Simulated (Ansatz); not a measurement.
CaSe (rock salt, Fm-3m), PBE in the plane-wave PAW code Ansatz: ε∞ = 5.62, cell volume 52.87 Å³. Infrared-active transverse modes:

```csv
ω_TO (cm⁻¹),oscillator strength S_xx (e²/amu)
169.2,0.2127
```

**Question.** Compute the static dielectric constant.

**Answer.** Each mode adds (4.921e7/V) S/ω²: 6.92. So ε0 = 12.5.

**Question.** What LO frequency does the Lyddane–Sachs–Teller relation give?

**Answer.** ω_LO = ω_TO √(ε0/ε∞) = 253 cm⁻¹.

Symmetry was held in the PBE relaxation; phonons on a q-mesh show no instability. Scalar-relativistic: spin–orbit coupling is off unless named, which matters more the heavier the elements.

Potentials: the later of the program's two PAW sets.
